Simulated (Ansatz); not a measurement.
The relaxed structure here is a generated cell of AlRh: the first start was made by placing the elements on the sites of a structure type, and the end was not matched to a known phase here, so it may be hypothetical.

A relaxed cell of AlRh (P6₃mc (No. 186)), relaxed on a k-mesh at least as fine as the one used below. These are PBEsol (plane waves to 420 eV, PAW, scalar-relativistic; Ansatz, a program for electronic structure) values and carry that method's errors. Γ-centred k-mesh 9×9×4 on the run's cell (coarser than for final values), Fermi–Dirac smearing 0.05 eV.

```
AlRh
1.0
    8.19683     0.00000     0.00000
   -2.04921     3.54933     0.00000
    0.00000     0.00000     9.14531
Al Rh
8 8
Cartesian
  0.00000   0.00000   8.90437
  4.09841   0.00000   8.90437
  0.00000   0.00000   4.33172
  4.09841   0.00000   4.33172
  0.00000   2.36622   1.62885
  4.09841   2.36622   1.62885
  2.04921   1.18311   6.20150
  6.14762   1.18311   6.20150
  0.00000   0.00000   2.06311
  4.09841   0.00000   2.06311
  0.00000   0.00000   6.63576
  4.09841   0.00000   6.63576
  0.00000   2.36622   4.54537
  4.09841   2.36622   4.54537
  2.04921   1.18311   9.11803
  6.14762   1.18311   9.11803
```

The atoms are displaced along an unstable phonon of this cell by (Å):

| atom | ux | uy | uz |
|---|---|---|---|
| Al1 | 0.075 | -0.130 | 0.000 |
| Al2 | -0.075 | 0.130 | 0.000 |
| Al3 | -0.075 | 0.130 | 0.000 |
| Al4 | 0.075 | -0.130 | 0.000 |
| Al5 | 0.042 | -0.073 | 0.000 |
| Al6 | -0.042 | 0.073 | 0.000 |
| Al7 | 0.042 | -0.073 | 0.000 |
| Al8 | -0.042 | 0.073 | 0.000 |
| Rh9 | 0.042 | -0.073 | 0.000 |
| Rh10 | -0.042 | 0.073 | 0.000 |
| Rh11 | -0.042 | 0.073 | 0.000 |
| Rh12 | 0.042 | -0.073 | 0.000 |
| Rh13 | -0.060 | 0.104 | 0.000 |
| Rh14 | 0.060 | -0.104 | 0.000 |
| Rh15 | -0.060 | 0.104 | 0.000 |
| Rh16 | 0.060 | -0.104 | 0.000 |

What forces (eV/Å) and pressure result?


```csv
atom,Fx,Fy,Fz
Al1,0.10,-0.02,-0.14
Al2,0.04,0.10,-0.14
Al3,-0.10,0.02,-0.14
Al4,-0.04,-0.10,-0.14
Al5,0.02,-0.04,0.06
Al6,-0.02,0.04,0.06
Al7,0.02,-0.04,0.06
Al8,-0.02,0.04,0.06
Rh9,0.06,-0.19,0.09
Rh10,-0.13,0.15,0.09
Rh11,-0.06,0.19,0.09
Rh12,0.13,-0.15,0.09
Rh13,-0.06,0.29,-0.02
Rh14,0.22,-0.20,-0.02
Rh15,-0.22,0.20,-0.02
Rh16,0.06,-0.29,-0.02
```

Pressure -0.3 GPa.

The undisplaced cell is probably no minimum: from this displacement the run went on to Pna2₁ (No. 33), 0.48 eV/atom below it.

No spin polarisation in the result.
